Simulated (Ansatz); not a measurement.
Na:
```yaml
crystal:
  lattice:
    - [-2.08551, 2.08551, 2.08551]
    - [2.08551, -2.08551, 2.08551]
    - [2.08551, 2.08551, -2.08551]
  atoms:
    - { symbol: Na, position: [0.00000, 0.00000, 0.00000] }
```

This is the PBEsol-relaxed structure.

Task: All from the program Ansatz at the PBEsol level (PAW), unless another level is named. Give the Hill bulk and shear moduli.

Result: 7.9 and 2.8 GPa.

Task: What about the elastic constants (relaxed ions, GPa)?

Result: C11 = 8.8, C12 = 7.4, C44 = 6.4.

Space group Im-3m (bcc (W type)). The PBEsol relaxation kept the symmetry of its start. As this level gives no gap, shear constants depend on the k-mesh and smearing (Fermi–Dirac, 0.1 eV here).

Potentials: the later of the program's two PAW sets.
